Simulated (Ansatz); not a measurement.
# Ag started on a K site in cubic perovskite KMgF3, 40 atoms, charge +1

The calculation used DFT, PBEsol, PAW, plane waves (Ansatz).

Input file:

```yaml
crystal:
  lattice:
    - [7.982544, 0.000000, 0.000000]
    - [0.000000, 7.982544, 0.000000]
    - [0.000000, 0.000000, 7.982544]
  atoms:
    - { symbol: K, position: [0.998694, 0.000789, 0.002290] }
    - { symbol: K, position: [0.000819, 0.998234, 0.499799] }
    - { symbol: K, position: [0.997463, 0.503374, 0.000013] }
    - { symbol: K, position: [0.995065, 0.500252, 0.501998] }
    - { symbol: K, position: [0.500421, 0.001059, 0.003731] }
    - { symbol: K, position: [0.502267, 0.002288, 0.500306] }
    - { symbol: K, position: [0.500477, 0.503124, 0.001837] }
    - { symbol: Ag, position: [0.499300, 0.499298, 0.501483], spin: 1 }
    - { symbol: Mg, position: [0.248421, 0.249898, 0.252796] }
    - { symbol: Mg, position: [0.246283, 0.252890, 0.750160] }
    - { symbol: Mg, position: [0.250857, 0.752863, 0.248420] }
    - { symbol: Mg, position: [0.252088, 0.748203, 0.752098] }
    - { symbol: Mg, position: [0.750341, 0.243404, 0.251222] }
    - { symbol: Mg, position: [0.750406, 0.248817, 0.751086] }
    - { symbol: Mg, position: [0.747097, 0.749881, 0.246097] }
    - { symbol: Mg, position: [0.744476, 0.751514, 0.745018] }
    - { symbol: F, position: [0.246841, 0.245671, 0.002390] }
    - { symbol: F, position: [0.251567, 0.251159, 0.499582] }
    - { symbol: F, position: [0.253134, 0.748196, 0.003677] }
    - { symbol: F, position: [0.249371, 0.749110, 0.500819] }
    - { symbol: F, position: [0.746638, 0.253855, 0.001894] }
    - { symbol: F, position: [0.748730, 0.250484, 0.499197] }
    - { symbol: F, position: [0.750778, 0.748782, 0.000486] }
    - { symbol: F, position: [0.751576, 0.749180, 0.505110] }
    - { symbol: F, position: [0.996583, 0.250219, 0.248941] }
    - { symbol: F, position: [0.997275, 0.247596, 0.748307] }
    - { symbol: F, position: [0.999265, 0.751721, 0.256660] }
    - { symbol: F, position: [0.001958, 0.749120, 0.749207] }
    - { symbol: F, position: [0.501238, 0.249261, 0.252744] }
    - { symbol: F, position: [0.505417, 0.247231, 0.749637] }
    - { symbol: F, position: [0.500317, 0.751058, 0.256598] }
    - { symbol: F, position: [0.495880, 0.747801, 0.750908] }
    - { symbol: F, position: [0.248218, 0.000822, 0.248791] }
    - { symbol: F, position: [0.247810, 0.998775, 0.746820] }
    - { symbol: F, position: [0.247827, 0.497312, 0.250295] }
    - { symbol: F, position: [0.252115, 0.499988, 0.750263] }
    - { symbol: F, position: [0.755364, 0.000788, 0.251057] }
    - { symbol: F, position: [0.748398, 0.996124, 0.748676] }
    - { symbol: F, position: [0.753485, 0.494239, 0.248449] }
    - { symbol: F, position: [0.748731, 0.498674, 0.751633] }
  symmetry: { detect: false }
kpoints:
  mp_grid: { grid: [1, 1, 1], shift: [0.25, 0.25, 0.25] }
hamiltonian:
  xc: pbesol
total_charge: 1
magnetization:
  spin_polarized: true
scf:
  occupations: { method: fermi_dirac, width: 0.01 }
relax:
  f_tol: 0.03
  max_steps: 80
  escape_saddle: false
  adjacent_minimum: "off"
output:
  forces: true
  eigenvalues: true
  populations: true
  charged_corrections: { epsilon: 7 }
```

Command:

```sh
ansatz run in.yaml --threads 2 --pin off --max-ram 30400MiB --runs-dir r --events-out ev --progress --plain --backend cuda --devices 0, --max-vram 18GiB
```

Output (machine lines and repeated set-up lines are left out; […] marks rows cut from tables):

```
Pseudopotentials: kind: paw
Functional definition: PBEsol
  exchange = pbesol_x
  correlation = pbesol_c
Crystal: 40 atoms, lattice volume = 508.656 Å³
Basis set: ecut = 420 eV, 9843 PW (Γ), exchange–correlation on 108×108×108 points (8 copies of the dense FFT grid, shifted against one another)
Bands: 205, of which v1, the nominal top of the filled ones, is band 165 counted from 1 (164 counted from 0)
Symmetry: 1 space group operations
k-points: 1
Non-local potential: K, projectors of the file, l = 0: 3, l = 1: 2, l = 2: 2
Non-local potential: Ag, projectors of the file, l = 0: 3, l = 1: 2, l = 2: 2, l = 3: 1
Non-local potential: Mg, projectors of the file, l = 0: 3, l = 1: 2, l = 2: 1
Non-local potential: F, projectors of the file, l = 0: 2, l = 1: 2, l = 2: 1
PAW form: soft (Blöchl's): semilocal exchange-correlation on the pseudo side does not see the compensation charge
PAW frozen core: K, regenerated for the run's functional, and the local potential with it (the file was generated under x = pbe(κ = 0.804, μ = 0.2195149727645171), c = pbe(β = 0.06672455060314922))
[…]
Initial density: superposition of atomic densities (chi_scale 0.1, normalization cell, long waves kept (reshape's long-wave potential 0.08 eV rms))
Starting moments: Σ|m| = 1 μB on 1 of 40 sites
Initial wavefunctions: pseudopotential atomic-orbital guess
Functional: x = pbesol(κ = 0.804, μ = 0.12345679012345678), c = pbesol(β = 0.046)
SCF iter   1: F=—  HF=-52740.112039 eV  |F-HF|=—  |Δ(HF+E_count)|=         —  Δρ=8.37e-2 (↑7.55e-2 ↓8.37e-2)  dr2=1.05e2  dr2_m=7.80e-1  M=0.023 μB ∫|m|=0.066 μB  β_m=0.30  ethr=3.10e-3  ⟨swp⟩=6.0  Hψ=1578  notcnv=0  defer=44
[…]
spin=Collinear: Resta preconditioning applied to the charge; magnetization (m = ρ↑ − ρ↓) channel mixes plain (no charge-response kernel on spin).
SCF iter   2: F=—  HF=-52713.747229 eV  |F-HF|=—  |Δ(HF+E_count)|=    2.64e1  Δρ=3.88e-2 (↑3.26e-2 ↓3.88e-2)  dr2=2.62e1  dr2_m=3.84e-1  M=0.031 μB ∫|m|=0.062 μB  β_m=0.30  ethr=3.10e-3  ⟨swp⟩=3.0  Hψ=818  notcnv=0  defer=72
[…]
Mixer restart at iter 9: flushing history
spin-set hold released at iteration 9 (site moments contracting): the magnetisation degrees of freedom join the quasi-Newton model from the next iteration; the mixer history was flushed
[…]
relax step   1: F+E_penalty+E_count = -52704.75250156 eV  Δ(F+E_penalty+E_count) = +0.000e0 eV  max|allowed force component| = 6.647e-1 eV/Å  Δτ_max = 0.0000 Å  (22 SCF iters, dr2 threshold 2.25e-5 eV, accepted)
Initial density: handed on by an earlier stage of this run
Starting moments: Σ|m| = 1 μB on 1 of 40 sites; this step starts from the density that it was given
Initial wavefunctions: those handed on with the density
[…]
spin=Collinear: Kerker preconditioning applied to the charge; magnetization (m = ρ↑ − ρ↓) channel mixes plain (no charge-response kernel on spin).
relax step   2: F+E_penalty+E_count = -52704.97606855 eV  Δ(F+E_penalty+E_count) = -2.236e-1 eV  max|allowed force component| = 5.369e-1 eV/Å  Δτ_max = 0.0792 Å  (20 SCF iters, dr2 threshold 2.76e-5 eV, accepted)
[…]
spin=Collinear: Kerker preconditioning applied to the charge; magnetization (m = ρ↑ − ρ↓) channel mixes plain (no charge-response kernel on spin).
relax step   3: F+E_penalty+E_count = -52705.06722785 eV  Δ(F+E_penalty+E_count) = -9.116e-2 eV  max|allowed force component| = 2.217e-1 eV/Å  Δτ_max = 0.0589 Å  (19 SCF iters, dr2 threshold 1.80e-5 eV, accepted)
[…]
spin=Collinear: Kerker preconditioning applied to the charge; magnetization (m = ρ↑ − ρ↓) channel mixes plain (no charge-response kernel on spin).
relax step   4: F+E_penalty+E_count = -52705.08749010 eV  Δ(F+E_penalty+E_count) = -2.026e-2 eV  max|allowed force component| = 9.479e-2 eV/Å  Δτ_max = 0.0183 Å  (15 SCF iters, dr2 threshold 8.38e-6 eV, accepted)
[…]
spin=Collinear: Kerker preconditioning applied to the charge; magnetization (m = ρ↑ − ρ↓) channel mixes plain (no charge-response kernel on spin).
relax step   5: F+E_penalty+E_count = -52705.09611169 eV  Δ(F+E_penalty+E_count) = -8.622e-3 eV  max|allowed force component| = 5.486e-2 eV/Å  Δτ_max = 0.0340 Å  (19 SCF iters, dr2 threshold 1.53e-6 eV, accepted)
[…]
spin=Collinear: Resta preconditioning applied to the charge; magnetization (m = ρ↑ − ρ↓) channel mixes plain (no charge-response kernel on spin).
relax step   6: F+E_penalty+E_count = -52705.11151759 eV  Δ(F+E_penalty+E_count) = -1.541e-2 eV  max|allowed force component| = 1.562e-1 eV/Å  Δτ_max = 0.1026 Å  (17 SCF iters, accepted)
[…]
spin=Collinear: Resta preconditioning applied to the charge; magnetization (m = ρ↑ − ρ↓) channel mixes plain (no charge-response kernel on spin).
relax step   7: F+E_penalty+E_count = -52705.13518208 eV  Δ(F+E_penalty+E_count) = -2.366e-2 eV  max|allowed force component| = 1.642e-1 eV/Å  Δτ_max = 0.0669 Å  (13 SCF iters, dr2 threshold 8.17e-6 eV, accepted)
[…]
spin=Collinear: Resta preconditioning applied to the charge; magnetization (m = ρ↑ − ρ↓) channel mixes plain (no charge-response kernel on spin).
[…]
spin=Collinear: Kerker preconditioning applied to the charge; magnetization (m = ρ↑ − ρ↓) channel mixes plain (no charge-response kernel on spin).
[…]
spin=Collinear: Resta preconditioning applied to the charge; magnetization (m = ρ↑ − ρ↓) channel mixes plain (no charge-response kernel on spin).
relax step   8: F+E_penalty+E_count = -52705.16182423 eV  Δ(F+E_penalty+E_count) = -2.664e-2 eV  max|allowed force component| = 1.678e-1 eV/Å  Δτ_max = 0.0692 Å  (13 SCF iters, dr2 threshold 2.70e-5 eV, accepted)
[…]
spin=Collinear: Resta preconditioning applied to the charge; magnetization (m = ρ↑ − ρ↓) channel mixes plain (no charge-response kernel on spin).
relax step   9: F+E_penalty+E_count = -52705.19770224 eV  Δ(F+E_penalty+E_count) = -3.588e-2 eV  max|allowed force component| = 5.832e-1 eV/Å  Δτ_max = 0.1952 Å  (10 SCF iters, dr2 threshold 2.82e-5 eV, accepted)
[…]
spin=Collinear: Resta preconditioning applied to the charge; magnetization (m = ρ↑ − ρ↓) channel mixes plain (no charge-response kernel on spin).
relax step  10: F+E_penalty+E_count = -52705.33211426 eV  Δ(F+E_penalty+E_count) = -1.344e-1 eV  max|allowed force component| = 2.761e-1 eV/Å  Δτ_max = 0.2000 Å  (9 SCF iters, dr2 threshold 1.00e-4 eV, accepted)
preconditioner: auto → Resta (q_TF=auto, 2.537 Å⁻¹)  ε∞=3.0  [insulator: Δε(μ)=0.555 eV  Ē_g=18.497 eV  σ=0.010 eV  W_gap=1.00  n_scr=146 (ndim 8)  ℏωp=26.4 eV  f_vac=0.046  D(μ)=0.00/eV (n_scr^D=0)  ε∞_Penn≈3.0]
spin=Collinear: Resta preconditioning applied to the charge; magnetization (m = ρ↑ − ρ↓) channel mixes plain (no charge-response kernel on spin).
relax step  11: F+E_penalty+E_count = -52705.28173791 eV  Δ(F+E_penalty+E_count) = +5.038e-2 eV  max|allowed force component| = 1.160e0 eV/Å  Δτ_max = 0.1804 Å  (8 SCF iters, dr2 threshold 1.71e-5 eV, rejected (line search))
preconditioner: auto → Resta (q_TF=auto, 2.537 Å⁻¹)  ε∞=3.0  [insulator: Δε(μ)=0.218 eV  Ē_g=18.486 eV  σ=0.010 eV  W_gap=1.00  n_scr=146 (ndim 8)  ℏωp=26.4 eV  f_vac=0.043  D(μ)=0.01/eV (n_scr^D=0)  ε∞_Penn≈3.0]
spin=Collinear: Resta preconditioning applied to the charge; magnetization (m = ρ↑ − ρ↓) channel mixes plain (no charge-response kernel on spin).
relax step  12: F+E_penalty+E_count = -52705.40757112 eV  Δ(F+E_penalty+E_count) = -7.546e-2 eV  max|allowed force component| = 2.075e-1 eV/Å  Δτ_max = 0.0876 Å  (11 SCF iters, accepted)
preconditioner: auto → Resta (q_TF=auto, 2.537 Å⁻¹)  ε∞=3.0  [insulator: Δε(μ)=0.570 eV  Ē_g=18.506 eV  σ=0.010 eV  W_gap=1.00  n_scr=146 (ndim 8)  ℏωp=26.4 eV  f_vac=0.045  D(μ)=0.00/eV (n_scr^D=0)  ε∞_Penn≈3.0]
spin=Collinear: Resta preconditioning applied to the charge; magnetization (m = ρ↑ − ρ↓) channel mixes plain (no charge-response kernel on spin).
[…]
SCF 13 converged in 8 iterations: F = -52705.449994 eV  dr2 = 1.00e-6
  greatest PAW one-centre occupation: 1.001 electrons in one spin orbital (limit 2), on the Ag atom at site 7 (counted from 0), in its partial waves of l = 0
relax step  13: F+E_penalty+E_count = -52705.44999397 eV  Δ(F+E_penalty+E_count) = -4.242e-2 eV  max|allowed force component| = 7.203e-2 eV/Å  Δτ_max = 0.1000 Å  (8 SCF iters, dr2 threshold 9.64e-6 eV, accepted)
[…]
preconditioner: auto → Resta (q_TF=auto, 2.537 Å⁻¹)  ε∞=3.0  [insulator: Δε(μ)=0.567 eV  Ē_g=18.512 eV  σ=0.010 eV  W_gap=1.00  n_scr=146 (ndim 8)  ℏωp=26.4 eV  f_vac=0.046  D(μ)=0.00/eV (n_scr^D=0)  ε∞_Penn≈3.0]
spin=Collinear: Resta preconditioning applied to the charge; magnetization (m = ρ↑ − ρ↓) channel mixes plain (no charge-response kernel on spin).
[…]
SCF iter  10: F=-52705.463454 eV  HF=-52705.463454 eV  |F-HF|=2.35e-8  |Δ(HF+E_count)|=   1.22e-8  Δρ=1.92e-6 (↑1.17e-6 ↓1.92e-6)  dr2=3.24e-8  dr2_m=1.47e-9  M=1.000 μB ∫|m|=1.089 μB  β_m=0.60  ethr=1.73e-11  ⟨swp⟩=2.0  Hψ=1093  notcnv=0
SCF iter  11: F=-52705.463454 eV  HF=-52705.463454 eV  |F-HF|=8.44e-10  |Δ(HF+E_count)|=   4.10e-9  Δρ=2.51e-7 (↑2.09e-7 ↓2.51e-7)  dr2=8.71e-10  dr2_m=2.94e-11  M=1.000 μB ∫|m|=1.089 μB  ethr=9.86e-12  ⟨swp⟩=2.0  Hψ=1161  notcnv=0
SCF 14 converged in 11 iterations: F = -52705.463454 eV  dr2 = 8.71e-10
relax step  14: F+E_penalty+E_count = -52705.46345362 eV  Δ(F+E_penalty+E_count) = -1.346e-2 eV  max|allowed force component| = 2.230e-2 eV/Å  Δτ_max = 0.0886 Å  (11 SCF iters, accepted)
SCF converged after 11 iterations
Magnetization: 1.0000 μB (165.0000 up, 164.0000 down)
Absolute magnetization: 1.0812 μB (∫|ρ↑−ρ↓|, with the PAW one-centre terms)
Spin contamination: 0.0009 ħ² per cell (⟨S²⟩ above its minimum at these occupations)
Per-site moments (μB) at R_I (Å): [(5.621874055486532e-6, 1.1209945339123115), (3.9361296278240194e-5, 1.1151718239653485), (6.421122603986185e-5, 1.1170464683254735), (-0.00015591139585107057, 1.1012368031711792), (-4.3950163456232054e-5, 1.0841834841976532), (-0.00014283171404961913, 1.1089206774215778), (-0.00014643436972510223, 1.1071530033423829), (0.5091242789864436, 0.9080490882741681), (-0
Free energy (F): -52705.463454 eV
Harris-Foulkes:  -52705.463454 eV  (|F-HF|=8.44e-10)
Internal energy: -52705.463454 eV  (E = F + TS)
E sigma→0 (E₀):  -52705.463454 eV
Fermi energy:    3.351844 eV
--- Per-component energies (eV) ---
  E_band       = -4339.924199
  E_kinetic    = 7882.061299
  E_local      = -32826.899116  (includes V_loc(G=0)·N_el)
  E_nonlocal   = 2715.375826
  E_hartree    = 12210.579959
  E_xc         = -3243.548606
  E_vxc        = -4123.634298  (∫ρ·V_xc dr)
  E_paw        = -16064.817929  (= ΣΔE_a)
  E_vpaw       = -2408.038007  (= ΣTr[D̂ρ^β])
  E_aug_tail   = 0.049170  (compensation charges beyond the density's cutoff)
  E_ewald      = -23380.831515
  E_core_change = 2.567457  (= ΣΔE_core)
  E_smearing   = -0.000000  (= −TS)
  E_closure    = 0.000000  (closes the sum)
  E_deformation_potential = 14.332930  (in the stress; not in F)
  Σ components = -52705.463454   (vs F -52705.463454, Δ=0.00e0)
--- Forces (eV/Å), atoms counted from 1 ---
  atom   1  K     -0.00045608    -0.00212280    -0.00214238
  atom   2  K     -0.00045357     0.01076847    -0.00645131
  atom   3  K     -0.00451307    -0.00241306     0.00456646
  atom   4  K     -0.00426391    -0.00585223    -0.00202871
  atom   5  K      0.00430778    -0.00216672    -0.00089945
  atom   6  K      0.00149834     0.00076713    -0.00443272
  atom   7  K     -0.00151054     0.00032507    -0.00208756
  atom   8  Ag    -0.00599672    -0.02230041    -0.01580859
  atom   9  Mg    -0.00009413     0.02206739     0.01849475
  atom  10  Mg     0.00823591     0.00281793    -0.00853659
  atom  11  Mg     0.01274048    -0.00871996     0.00181182
  atom  12  Mg     0.01196062     0.00076556     0.01109467
  atom  13  Mg     0.00356452     0.00422226     0.01133600
  atom  14  Mg    -0.00592970     0.00664968    -0.00263327
  atom  15  Mg    -0.00864846    -0.00054720     0.00444254
  atom  16  Mg    -0.01454629    -0.00585955    -0.00587528
  atom  17  F     -0.00039822     0.00484235    -0.00108255
  atom  18  F      0.00937031    -0.00031000    -0.00329184
  atom  19  F     -0.00134515    -0.00503353    -0.00254037
  atom  20  F      0.00401167    -0.00110657    -0.00012659
  atom  21  F      0.00349585     0.00474870    -0.00116237
  atom  22  F     -0.00416935     0.00633733    -0.00444459
  atom  23  F      0.00371158    -0.00728164    -0.00534812
  atom  24  F     -0.00477397    -0.00977485    -0.00247340
  atom  25  F      0.00093071    -0.00993322    -0.00560263
  atom  26  F      0.00082126    -0.00316419     0.00880596
  atom  27  F     -0.00778208     0.00418436    -0.00406153
  atom  28  F     -0.00301350     0.00576167     0.00207548
  atom  29  F     -0.00359640     0.01725513     0.01739911
  atom  30  F      0.00321766     0.00159754     0.00299570
  atom  31  F     -0.00134940     0.00576474    -0.00267729
  atom  32  F     -0.00192015     0.00049750    -0.00283315
  atom  33  F     -0.00445647    -0.00409748    -0.00223269
  atom  34  F     -0.00479075    -0.00405243     0.00067890
  atom  35  F      0.01267086    -0.00152091     0.01674464
  atom  36  F      0.00690262     0.00242361    -0.01137704
  atom  37  F      0.00295741     0.00003032     0.00241798
  atom  38  F      0.00337378    -0.00287726    -0.00499153
  atom  39  F     -0.00856147    -0.00454501     0.00976317
  atom  40  F     -0.00122928     0.00185900    -0.00749680
  max |Σ_I F_I| component: 2.73e-5 eV/Å
--- Charged-cell corrections in eV (Makov–Payne, q = +1.000 e, ε = 7.000) ---
  F (periodic)     = -52705.463454  (uncorrected; the corrections below are reported, never added to it)
  E_corr1          = +0.365584  (monopole, q²α_M/2εL)
  F Makov-Payne    = -52705.097870  (F + E_corr1; no measured alignment; for a localised charge, not one spread in a band: unchecked)
--- Band table (eV) ---
  k-point 0 ↑: bands = ["-86.7438", "-67.8071", "-67.8067", "-67.4295", "-67.4295", "-67.4284", "-67.4266", "-67.2255", "-67.2239", "-50.5297", "-50.4995", "-49.7203", "-34.7733", "-34.7726", "-34.7703", "-34.7699", "-34.7578", "-34.7535", "-34.4097", "-34.4092", "-34.4079", "-34.4061", "-34.3829", "-34.3817", "-34.3782", "-34.3773", "-34.3772", "-34.3763", "-34.3763", "-34.3743", "-34.1879", "-34 …
  k-point 0 ↓: bands = ["-86.2843", "-67.8073", "-67.8070", "-67.4297", "-67.4296", "-67.4285", "-67.4267", "-67.2255", "-67.2239", "-49.9167", "-49.9012", "-49.5434", "-34.7738", "-34.7730", "-34.7706", "-34.7701", "-34.7580", "-34.7538", "-34.4098", "-34.4094", "-34.4081", "-34.4063", "-34.3830", "-34.3818", "-34.3783", "-34.3774", "-34.3773", "-34.3764", "-34.3764", "-34.3744", "-34.1880", "-34 …
--- Relaxed structure (14 steps of the walk, 13 accepted, 0 SCFs on fresh bases) ---
  F+E_penalty+E_count = -52705.46345362 eV   max|allowed force component| = 2.230e-2 eV/Å
  atoms:
    - { symbol: K, position: [0.9993893979195505, -0.006999257429290525, -0.005760138390259731] }
    - { symbol: K, position: [-0.0005289057453173199, 0.9886193298358343, 0.5082476307159801] }
    - { symbol: K, position: [1.0000011820223416, 0.5067349718673426, -0.008954037787229946] }
    - { symbol: K, position: [0.9996632734213263, 0.510584504522965, 0.5120058117448489] }
    - { symbol: K, position: [0.49934116314700067, -0.006862932529844629, -0.0057711500903182235] }
    - { symbol: K, position: [0.49938878463442127, -0.013723505586294083, 0.507252952524917] }
    - { symbol: K, position: [0.49973154698482236, 0.5058870347087843, -0.012757669343776387] }
    - { symbol: Ag, position: [0.49965159274007004, 0.444693867874359, 0.44287829741239204] }
    - { symbol: Mg, position: [0.24607362438487262, 0.24357232907292897, 0.2446850242112764] }
    - { symbol: Mg, position: [0.2506325785271159, 0.25302215911327425, 0.7555269116383758] }
    - { symbol: Mg, position: [0.25076128117059737, 0.7542944282056617, 0.25423586739727944] }
    - { symbol: Mg, position: [0.2518943825479657, 0.7489994435868267, 0.7503388699091822] }
    - { symbol: Mg, position: [0.7530030594198531, 0.24377039252100083, 0.24490375685342722] }
    - { symbol: Mg, position: [0.7482148187138955, 0.2530530744243037, 0.7554384046308029] }
    - { symbol: Mg, position: [0.7486149092214844, 0.7545662477262671, 0.2543583993370171] }
    - { symbol: Mg, position: [0.7474340981623782, 0.7492370632671582, 0.7507080544589821] }
    - { symbol: F, position: [0.22870614624446245, 0.253774100690696, 0.0026335165801976324] }
    - { symbol: F, position: [0.2922601951243939, 0.27213252612606703, 0.4999698516104234] }
    - { symbol: F, position: [0.24896515643972597, 0.7489672432436009, 0.004764456407724735] }
    - { symbol: F, position: [0.24830066280846796, 0.7485671990009384, 0.5015893768488336] }
    - { symbol: F, position: [0.7698356751272836, 0.2554962346590521, 0.0028144293038640583] }
    - { symbol: F, position: [0.7068477687246225, 0.27009173881373205, 0.49984211589625294] }
    - { symbol: F, position: [0.7502841143373995, 0.7477900825649139, 0.004972040184473881] }
    - { symbol: F, position: [0.7514773437883173, 0.7507715566040429, 0.5018065596156587] }
    - { symbol: F, position: [0.9996098648090395, 0.2740767540234026, 0.27554700551120265] }
    - { symbol: F, position: [0.999424597936709, 0.24955310615408283, 0.724143017923955] }
    - { symbol: F, position: [0.9997352586849327, 0.7243440068218818, 0.251294762067602] }
    - { symbol: F, position: [-0.0003117950424011032, 0.7523063017988217, 0.753482244019374] }
    - { symbol: F, position: [0.4995066013198273, 0.22621234248316474, 0.22679563000507402] }
    - { symbol: F, position: [0.499394210416622, 0.24993297540584916, 0.7692031267369315] }
    - { symbol: F, position: [0.4997197480709039, 0.766706703566713, 0.25190226025411855] }
    - { symbol: F, position: [0.49965467634891503, 0.7540138953400745, 0.755726502001963] }
    - { symbol: F, position: [0.23009737887072657, 0.0016229351585009596, 0.2592817287080181] }
    - { symbol: F, position: [0.24914525374572558, 1.0035013092128326, 0.7465178203142918] }
    - { symbol: F, position: [0.29104448942070077, 0.49868911482481365, 0.26771173238131724] }
    - { symbol: F, position: [0.24682498190743116, 0.5002722908870907, 0.7544555139755567] }
    - { symbol: F, position: [0.7692893036983982, 0.0017382674864735402, 0.2576223807508183] }
    - { symbol: F, position: [0.7500033559206293, 1.0035445569578418, 0.7481873054063617] }
    - { symbol: F, position: [0.7081694272232149, 0.4990879933205306, 0.26991144471321016] }
    - { symbol: F, position: [0.7517397968015728, 0.5004116136736029, 0.7529831935598786] }
--- Löwdin populations: 40 sites ---
  site symbol       q [e]    m [muB]
     0      K      8.1810    -0.0001
     1      K      8.1801     0.0001
[…]
    38      F      7.6475     0.1135
    39      F      7.7617     0.0010
  spilling = 0.004339 (of n_electrons = 329.000000)
```

Absolute energies hang on the potentials; compare differences alone.

One k point and one spin start were run, so the state needn't be the lowest, and an added charge can sit in a band of the host.

Time: 76 s of wall time on one NVIDIA H100 with 2 processor threads, on a host shared with other runs; peak host memory 1.3 GiB.
